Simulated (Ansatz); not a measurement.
TiSi:
```
TiSi
1.0
    6.45370     0.00000     0.00000
    0.00000     3.62084     0.00000
    0.00000     0.00000     4.96413
Ti Si
4 4
Direct
  0.67604   0.25000   0.37068
  0.32396   0.75000   0.62932
  0.82396   0.75000   0.87068
  0.17604   0.25000   0.12932
  0.54422   0.25000   0.85353
  0.45578   0.75000   0.14647
  0.95578   0.75000   0.35353
  0.04422   0.25000   0.64647
```

Relaxed with PBEsol.

Which orbitals make up the states near the Fermi level in PBEsol in the plane-wave PAW code Ansatz?

Within 0.5 eV of the Fermi level: Ti 3d 84 %, Si 3p 9 %, outside the projected shells 5 %. Projections are on Löwdin-orthogonalised atomic valence shells; empty p or d shells of many metals are not among them.

Tabulate the density of states.

States/eV per cell of 8 atoms, in 0.25 eV bins, energy from the Fermi level.

```tsv
E (eV)	total	Ti 3d	Si 3p	Si 3s
-7.85	0.91	0.15	0.22	0.51
-7.60	0.99	0.16	0.24	0.54
-7.35	1.71	0.23	0.47	0.79
-7.10	2.89	0.39	0.77	1.30
-6.85	3.00	0.49	0.76	1.37
-6.60	1.94	0.41	0.46	0.88
-6.35	1.69	0.34	0.51	0.65
-6.10	0.36	0.06	0.13	0.13
-5.85	0.00	0.00	0.00	0.00
-5.60	0.25	0.04	0.16	0.01
-5.35	1.87	0.26	1.19	0.10
-5.10	3.12	0.51	1.90	0.25
-4.85	3.10	0.56	1.88	0.27
-4.60	3.02	0.57	1.91	0.19
-4.35	2.75	0.56	1.72	0.18
-4.10	3.18	0.70	1.97	0.20
-3.85	3.75	0.91	2.32	0.19
-3.60	4.40	1.11	2.79	0.20
-3.35	4.77	1.37	2.97	0.14
-3.10	5.19	1.55	3.18	0.18
-2.85	5.77	1.93	3.33	0.22
-2.60	5.97	2.20	3.28	0.23
-2.35	3.87	1.77	1.82	0.10
-2.10	6.07	3.21	2.47	0.10
-1.85	4.69	2.87	1.48	0.06
-1.60	6.33	4.36	1.47	0.06
-1.35	6.05	4.50	1.11	0.05
-1.10	5.38	4.18	0.83	0.04
-0.85	5.18	4.18	0.67	0.04
-0.60	5.05	4.17	0.55	0.03
-0.35	4.35	3.59	0.48	0.02
-0.10	2.01	1.67	0.22	0.01
0.15	2.71	2.30	0.22	0.02
0.40	4.88	4.10	0.39	0.05
0.65	5.35	4.61	0.38	0.03
0.90	6.01	5.20	0.44	0.04
1.15	7.31	6.34	0.53	0.08
1.40	10.94	9.56	0.75	0.15
1.65	8.92	8.17	0.39	0.04
1.90	12.45	11.64	0.44	0.06
2.15	6.99	6.38	0.33	0.11
2.40	2.53	1.98	0.27	0.18
2.65	5.00	3.81	0.67	0.27
2.90	10.39	7.87	1.48	0.51
3.15	8.07	5.31	1.42	0.63
3.40	4.66	2.50	0.92	0.48
3.65	6.04	2.95	1.09	0.88
```

Space group Pnma. The first step of the workflow began from a Materials Project structure, measured or hypothetical; the Crystallography Open Database copy checked does not list it. COD files the formula under space group No. 25. Its standing as an ambient phase is unchecked. The cell was relaxed with PBEsol under the symmetry of its start; its stability against distortions is not shown here. No spin polarisation was allowed.

Potentials: the earlier of the program's two PAW sets. The files were generated under PBE; for other functionals the program regenerates the frozen cores, and for LDA and PBEsol the local potential too.
